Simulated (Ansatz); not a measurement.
Input and steps of a relaxation of cell and atoms on BaGe2O3 placed in the structure of MnCd2Te3 (space group No. 156) (the PAW code Ansatz, PBEsol). It starts from a supercell of the PBEsol minimum, slightly strained and with each coordinate displaced at random by about 0.1 Å.

```yaml
crystal:
  lattice:
    - [4.0488731104, -0.0346295211, -0.0665860592]
    - [-2.0544265945, 3.4764311708, -0.025144676]
    - [-0.1212389136, -0.1228630373, 7.4300035579]
  atoms:
    - { symbol: Ba, position: [0.3278335468, 0.6759876109, 0.6692045163] }
    - { symbol: Ge, position: [0.0307770305, 0.0481226334, 1.0228153267] }
    - { symbol: Ge, position: [0.6490843927, 0.343368264, 0.2816251339] }
    - { symbol: O, position: [0.0385710383, 0.0451156873, 0.2624477175] }
    - { symbol: O, position: [0.7191210236, 0.3068958234, 0.5120212822] }
    - { symbol: O, position: [0.3173087087, 0.6709453179, 1.0070950167] }
kpoints:
  mp_grid: { grid: [6, 6, 2] }
hamiltonian:
  xc: pbesol
scf:
  occupations: { method: fermi_dirac, width: 0.05 }
relax:
  f_tol: 0.01
  cell: {}
  max_steps: 120
```

Of the 44 recorded frames of the trajectory, 22 are shown, each with fractional positions and then forces in eV/Å along x, y and z. Some frames, the last among them, repeat a geometry solved again on a basis re-selected at its cell; pressure is positive in compression.

Step 1: energy 0.0 meV/atom from step 1, largest force component 1.734 eV/Å, pressure +3.36 GPa; a = 4.050 Å, b = 4.038 Å, c = 7.432 Å, α = 90.70°, β = 91.87°, γ = 121.06°
```
Ba 0.3278 0.6760 0.6692     0.849   0.100   0.553
Ge 0.0308 0.0481 0.0228    -0.251   0.150  -1.619
Ge 0.6491 0.3434 0.2816     0.352  -0.001  -1.734
O  0.0386 0.0451 0.2624     0.069  -0.042   1.316
O  0.7191 0.3069 0.5120    -1.188   0.006   1.552
O  0.3173 0.6709 0.0071     0.170  -0.213  -0.068
```

Step 2: energy -58.6 meV/atom from step 1, largest force component 0.667 eV/Å, pressure +1.04 GPa; a = 4.074 Å, b = 4.021 Å, c = 7.394 Å, α = 90.42°, β = 91.91°, γ = 120.72°
```
Ba 0.3430 0.6725 0.6753     0.195  -0.053  -0.494
Ge 0.0269 0.0462 0.0166    -0.131   0.201  -0.527
Ge 0.6578 0.3341 0.2766     0.124   0.054  -0.273
O  0.0490 0.0432 0.2613    -0.002  -0.074   0.545
O  0.6864 0.3266 0.5192    -0.361   0.125   0.667
O  0.3195 0.6679 0.0062     0.175  -0.254   0.082
```

Step 3: energy -69.4 meV/atom from step 1, largest force component 0.496 eV/Å, pressure +0.47 GPa; a = 4.136 Å, b = 3.999 Å, c = 7.332 Å, α = 90.70°, β = 91.25°, γ = 120.57°
```
Ba 0.3403 0.6660 0.6631    -0.387   0.174   0.045
Ge 0.0330 0.0427 0.0151    -0.099   0.348  -0.434
Ge 0.6612 0.3296 0.2804    -0.163   0.174   0.101
O  0.0568 0.0432 0.2653     0.063  -0.090   0.369
O  0.6604 0.3493 0.5312     0.496  -0.202  -0.363
O  0.3310 0.6595 0.0001     0.090  -0.403   0.281
```

Step 4: energy -96.3 meV/atom from step 1, largest force component 0.783 eV/Å, pressure -1.03 GPa; a = 4.297 Å, b = 4.008 Å, c = 7.241 Å, α = 92.40°, β = 90.76°, γ = 122.07°
```
Ba 0.3333 0.6723 0.6605    -0.053  -0.045  -0.094
Ge 0.0322 0.0493 0.0120    -0.142   0.783   0.353
Ge 0.6582 0.3389 0.2768    -0.075   0.077   0.039
O  0.0602 0.0405 0.2686     0.058  -0.044  -0.102
O  0.6715 0.3554 0.5298     0.091  -0.009  -0.068
O  0.3272 0.6342 0.0074     0.121  -0.762  -0.129
```

Step 5: energy -111.9 meV/atom from step 1, largest force component 1.373 eV/Å, pressure +1.23 GPa; a = 4.492 Å, b = 4.016 Å, c = 7.113 Å, α = 93.90°, β = 90.38°, γ = 124.18°
```
Ba 0.3257 0.6700 0.6545     0.090  -0.125  -0.164
Ge 0.0330 0.0712 0.0117    -0.209  -1.240   0.565
Ge 0.6574 0.3529 0.2724     0.024   0.065   0.144
O  0.0681 0.0412 0.2735     0.060  -0.153  -0.102
O  0.6793 0.3640 0.5297    -0.079   0.079  -0.019
O  0.3193 0.5911 0.0134     0.114   1.373  -0.424
```

Step 6: energy -128.9 meV/atom from step 1, largest force component 0.310 eV/Å, pressure -0.35 GPa; a = 4.678 Å, b = 4.139 Å, c = 6.801 Å, α = 96.02°, β = 90.01°, γ = 125.77°
```
Ba 0.3230 0.6577 0.6402    -0.055  -0.005   0.061
Ge 0.0121 0.0627 0.0161    -0.121   0.241  -0.017
Ge 0.6448 0.3516 0.2708    -0.047  -0.310  -0.021
O  0.0905 0.0527 0.2837     0.151   0.262  -0.005
O  0.6794 0.3685 0.5373     0.075   0.008  -0.205
O  0.3330 0.5973 0.0070    -0.003  -0.196   0.187
```

Step 7: energy -152.0 meV/atom from step 1, largest force component 0.447 eV/Å, pressure +0.62 GPa; a = 4.583 Å, b = 4.215 Å, c = 6.826 Å, α = 95.54°, β = 90.49°, γ = 124.37°
```
Ba 0.3320 0.6381 0.6405    -0.096   0.206   0.040
Ge 0.9989 0.1009 0.0256    -0.200   0.160  -0.447
Ge 0.6207 0.3123 0.2667    -0.173  -0.352  -0.044
O  0.1195 0.0877 0.2835     0.386   0.177   0.163
O  0.6847 0.3426 0.5300     0.038  -0.178   0.020
O  0.3268 0.6088 0.0089     0.044  -0.014   0.268
```

Step 8: energy -156.9 meV/atom from step 1, largest force component 1.895 eV/Å, pressure +2.44 GPa; a = 4.617 Å, b = 4.299 Å, c = 6.715 Å, α = 96.61°, β = 90.72°, γ = 123.57°
```
Ba 0.3339 0.6248 0.6377    -0.112   0.321   0.032
Ge 0.9877 0.1421 0.0292    -0.069  -0.004  -0.225
Ge 0.5886 0.2615 0.2611     1.833   0.243  -0.249
O  0.1592 0.1173 0.2842    -1.895  -0.545  -0.110
O  0.6848 0.3242 0.5287     0.233  -0.287   0.138
O  0.3286 0.6207 0.0144     0.010   0.272   0.415
```

Step 9: energy -203.9 meV/atom from step 1, largest force component 1.295 eV/Å, pressure -0.94 GPa; a = 4.673 Å, b = 4.191 Å, c = 6.727 Å, α = 99.39°, β = 90.59°, γ = 121.64°
```
Ba 0.3157 0.6443 0.6459     0.090  -0.062  -0.395
Ge 0.0152 0.1687 0.0141    -0.243  -0.080   1.224
Ge 0.5739 0.2135 0.2581     1.295  -0.015  -0.759
O  0.1563 0.1097 0.2705    -1.207   0.107  -0.340
O  0.6679 0.2974 0.5308     0.031  -0.265   0.093
O  0.3537 0.6567 0.0358     0.035   0.314   0.177
```

Step 10: energy -257.3 meV/atom from step 1, largest force component 1.139 eV/Å, pressure -0.55 GPa; a = 4.743 Å, b = 4.170 Å, c = 6.601 Å, α = 103.32°, β = 90.17°, γ = 120.56°
```
Ba 0.3061 0.6432 0.6405     0.068  -0.145  -0.205
Ge 0.0245 0.1963 0.0152    -0.502  -0.318   1.139
Ge 0.5581 0.1715 0.2506     0.956   0.560  -0.689
O  0.1617 0.1320 0.2661    -0.478   0.287  -0.235
O  0.6563 0.2638 0.5319    -0.079  -0.252  -0.104
O  0.3759 0.6836 0.0509     0.035  -0.133   0.094
```

Step 11 (rejected): energy -253.5 meV/atom from step 1, largest force component 1.866 eV/Å, pressure +0.81 GPa; a = 4.683 Å, b = 4.268 Å, c = 6.576 Å, α = 105.94°, β = 89.51°, γ = 119.79°
```
Ba 0.3088 0.6340 0.6331    -0.064   0.087   0.732
Ge 0.0100 0.1981 0.0320    -0.016   0.954  -1.866
Ge 0.5698 0.1737 0.2431    -0.868  -0.516   0.768
O  0.1645 0.1802 0.2697     1.865  -0.671   0.828
O  0.6509 0.2241 0.5260    -0.434   0.193  -0.762
O  0.3787 0.6803 0.0513    -0.483  -0.048   0.301
```

Step 34: energy -399.9 meV/atom from step 1, largest force component 0.061 eV/Å, pressure 0.00 GPa; a = 4.660 Å, b = 4.704 Å, c = 6.700 Å, α = 111.00°, β = 84.77°, γ = 122.66°
```
Ba 0.2519 0.5726 0.6342     0.017   0.004   0.028
Ge 0.0791 0.2129 0.0355     0.014  -0.055  -0.061
Ge 0.5703 0.0959 0.2520     0.000  -0.003  -0.036
O  0.4245 0.3856 0.2457    -0.016   0.020   0.005
O  0.5431 0.1481 0.5306    -0.013  -0.001   0.031
O  0.2138 0.6753 0.0573    -0.002   0.035   0.034
```

Step 35: energy -400.5 meV/atom from step 1, largest force component 0.022 eV/Å, pressure +0.03 GPa; a = 4.650 Å, b = 4.684 Å, c = 6.703 Å, α = 111.31°, β = 84.87°, γ = 122.62°
```
Ba 0.2571 0.5754 0.6356    -0.006  -0.005  -0.022
Ge 0.0772 0.2075 0.0337    -0.014   0.010   0.019
Ge 0.5699 0.0946 0.2517     0.015  -0.005   0.017
O  0.4273 0.3884 0.2446    -0.016  -0.002  -0.010
O  0.5433 0.1521 0.5316     0.019  -0.001  -0.005
O  0.2079 0.6725 0.0580     0.003   0.003   0.001
```

Step 36: energy -400.4 meV/atom from step 1, largest force component 0.011 eV/Å, pressure 0.00 GPa; a = 4.652 Å, b = 4.687 Å, c = 6.707 Å, α = 111.19°, β = 85.06°, γ = 122.59°
```
Ba 0.2576 0.5748 0.6350    -0.002   0.000   0.007
Ge 0.0759 0.2084 0.0343     0.003   0.003  -0.011
Ge 0.5700 0.0951 0.2519    -0.003  -0.008   0.003
O  0.4258 0.3877 0.2450     0.001  -0.003   0.002
O  0.5448 0.1512 0.5312     0.002   0.004  -0.002
O  0.2087 0.6732 0.0578    -0.001   0.003   0.001
```

Step 37: energy -400.4 meV/atom from step 1, largest force component 0.004 eV/Å, pressure 0.00 GPa; a = 4.651 Å, b = 4.687 Å, c = 6.705 Å, α = 111.15°, β = 85.06°, γ = 122.56°
```
Ba 0.2574 0.5749 0.6352     0.002   0.001  -0.003
Ge 0.0761 0.2088 0.0340     0.001  -0.003   0.004
Ge 0.5699 0.0948 0.2518    -0.001   0.000  -0.003
O  0.4253 0.3871 0.2450     0.000   0.001   0.000
O  0.5454 0.1512 0.5312     0.000   0.003   0.001
O  0.2086 0.6735 0.0579    -0.001  -0.002   0.000
```

Step 38: energy -403.8 meV/atom from step 1, largest force component 0.009 eV/Å, pressure +0.21 GPa; a = 4.651 Å, b = 4.687 Å, c = 6.705 Å, α = 111.15°, β = 85.06°, γ = 122.56°
```
Ba 0.2574 0.5749 0.6352     0.001   0.002  -0.003
Ge 0.0761 0.2088 0.0340     0.001  -0.009   0.003
Ge 0.5699 0.0948 0.2518     0.004  -0.006  -0.004
O  0.4253 0.3871 0.2450    -0.005   0.005   0.002
O  0.5454 0.1512 0.5312    -0.004   0.007  -0.003
O  0.2086 0.6735 0.0579     0.002   0.002   0.005
```

Step 39: energy -403.9 meV/atom from step 1, largest force component 0.085 eV/Å, pressure +0.09 GPa; a = 4.665 Å, b = 4.723 Å, c = 6.706 Å, α = 111.56°, β = 84.67°, γ = 122.85°
```
Ba 0.2555 0.5752 0.6350     0.000   0.015  -0.004
Ge 0.0775 0.2096 0.0332     0.010   0.030   0.061
Ge 0.5714 0.0981 0.2520    -0.028  -0.052   0.034
O  0.4230 0.3840 0.2451     0.011   0.012  -0.007
O  0.5429 0.1503 0.5310     0.019   0.036   0.000
O  0.2124 0.6732 0.0589    -0.011  -0.041  -0.085
```

Step 40: energy -404.0 meV/atom from step 1, largest force component 0.041 eV/Å, pressure +0.02 GPa; a = 4.668 Å, b = 4.737 Å, c = 6.712 Å, α = 111.90°, β = 84.42°, γ = 122.88°
```
Ba 0.2572 0.5805 0.6355    -0.001  -0.010   0.003
Ge 0.0771 0.2082 0.0337     0.009  -0.001  -0.012
Ge 0.5693 0.0958 0.2517     0.016   0.003   0.041
O  0.4227 0.3823 0.2449    -0.021   0.009   0.001
O  0.5447 0.1540 0.5317     0.005   0.000  -0.013
O  0.2116 0.6695 0.0578    -0.007  -0.001  -0.019
```

Step 41: energy -404.1 meV/atom from step 1, largest force component 0.010 eV/Å, pressure 0.00 GPa; a = 4.663 Å, b = 4.736 Å, c = 6.722 Å, α = 111.94°, β = 84.43°, γ = 122.90°
```
Ba 0.2570 0.5799 0.6354     0.001  -0.006   0.005
Ge 0.0772 0.2083 0.0338     0.004   0.010   0.002
Ge 0.5697 0.0963 0.2521    -0.003  -0.001  -0.005
O  0.4229 0.3831 0.2453     0.001  -0.005   0.004
O  0.5439 0.1532 0.5314    -0.001   0.004  -0.002
O  0.2121 0.6696 0.0572    -0.001  -0.002  -0.004
```

Step 42: energy -404.4 meV/atom from step 1, largest force component 0.009 eV/Å, pressure +0.01 GPa; a = 4.663 Å, b = 4.736 Å, c = 6.722 Å, α = 111.94°, β = 84.43°, γ = 122.90°
```
Ba 0.2570 0.5799 0.6354     0.001  -0.006   0.005
Ge 0.0772 0.2083 0.0338     0.004   0.009   0.002
Ge 0.5697 0.0963 0.2521    -0.003  -0.002  -0.005
O  0.4229 0.3831 0.2453     0.000  -0.004   0.004
O  0.5439 0.1532 0.5314    -0.001   0.004  -0.002
O  0.2121 0.6696 0.0572    -0.001  -0.001  -0.003
```

Step 43: energy -404.4 meV/atom from step 1, largest force component 0.004 eV/Å, pressure 0.00 GPa; a = 4.664 Å, b = 4.741 Å, c = 6.724 Å, α = 112.02°, β = 84.37°, γ = 122.94°
```
Ba 0.2567 0.5799 0.6355    -0.001  -0.002   0.001
Ge 0.0776 0.2085 0.0338     0.002   0.001   0.001
Ge 0.5697 0.0966 0.2521     0.000  -0.001  -0.001
O  0.4227 0.3829 0.2455     0.000  -0.002   0.001
O  0.5436 0.1532 0.5313    -0.001   0.004  -0.001
O  0.2125 0.6694 0.0571     0.000   0.000  -0.001
```

Step 44: energy -404.4 meV/atom from step 1, largest force component 0.004 eV/Å, pressure 0.00 GPa; a = 4.664 Å, b = 4.741 Å, c = 6.724 Å, α = 112.02°, β = 84.37°, γ = 122.94°
```
Ba 0.2567 0.5799 0.6355    -0.001  -0.002   0.001
Ge 0.0776 0.2085 0.0338     0.002   0.001   0.001
Ge 0.5697 0.0966 0.2521     0.000  -0.001  -0.001
O  0.4227 0.3829 0.2455     0.000  -0.002   0.001
O  0.5436 0.1532 0.5313    -0.001   0.004  -0.001
O  0.2125 0.6694 0.0571     0.000   0.000  -0.001
```

In 40 steps the volume changed by +10.2 %; between the first SCF and the last, each on a basis chosen for its cell, the energy fell by 404 meV an atom. At the end: it is triclinic, P1 (No. 1); conventional cell a = 4.493 Å, b = 4.664 Å, c = 6.617 Å, α = 106.9°, β = 93.0°, γ = 117.7°, 19.10 Å³ an atom. Ba is surrounded by 5 O at 2.63–2.84 Å; Ge is surrounded by 2 O at 1.85–1.86 Å and 1 Ge at 2.57 Å; Ge is surrounded by 3 O at 1.80–1.84 Å and 1 Ge at 2.57 Å; O is surrounded by 2 Ge at 1.84–1.85 Å and 1 Ba at 2.63 Å; O is surrounded by 1 Ge at 1.80 Å and 3 Ba at 2.64–2.84 Å; O is surrounded by 2 Ge at 1.83–1.86 Å and 1 Ba at 2.71 Å.

Command: `ansatz run input.yaml --threads 2 --pin off --max-ram 2211MiB --backend cpu --events-out ev --progress --plain --runs-dir out`.

**Question.** It ran on 2 threads of Arm Neoverse V2 (shared host). About how long did it take, and how much host memory at the peak?

**Answer.** About 4.8 min, with a peak of 0.44 GiB.

Spin-unpolarised throughout. Whether this structure exists isn't addressed.
